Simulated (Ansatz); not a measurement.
**Relaxing a structure of Pt**

The start is a generated cell, Pt placed in the fcc structure type. A full variable-cell relaxation at zero pressure is run with PBEsol (plane waves to 420 eV, PAW, scalar-relativistic; Ansatz, a first-principles code). First-step values are on the input's coarse k-mesh.

Ansatz input (later rounds restart from its end on a renewed k-mesh):
Ansatz 0.2 input:
```yaml
crystal:
  lattice:
    - [0, 1.96, 1.96]
    - [1.96, 0, 1.96]
    - [1.96, 1.96, 0]
  atoms:
    - { symbol: Pt, position: [0, 0, 0] }
basis: { ecutwfc: 420, ecutrho_ratio: 4, xc_grid: 2, fft_grid_basis: typed }
kpoints: { mp_grid: { grid: [14, 14, 14] } }
hamiltonian:
  xc: pbesol
  dispersion: none
  pseudopotentials: { kind: paw }
scf: { occupations: { method: fermi_dirac, width: 0.05 } }
relax: { f_tol: 0.01, max_steps: 100, cell: { stress_tol: 0.02 } }
output: { forces: true, stress: true }
```

How much energy is released per atom?

Under 0.01 eV/atom.

How do the shortest distances between atoms change?

The closest pairs of elements (up to four, under 3.6 Å), start → end: Pt–Pt 2.77 → 2.77 Å.

Write out the relaxed structure.


Space group Fm-3m (No. 225); a = b = c = 3.918 Å, α = β = γ = 90.00°

```tsv
atom	site	symmetry	x	y	z
Pt	4a	m-3m	0.0000	0.0000	0.0000
```
(The calculation used a cell of 1 atom; values per cell refer to that cell.)

The space group stays Fm-3m (No. 225) (the run could not lower it); the end is fcc (Cu type), with 1 atom in the primitive cell. Final values are on a 20×20×20 k-mesh of the relaxed cell. No spin polarisation in the result.

The run could not lose the symmetry of its start.
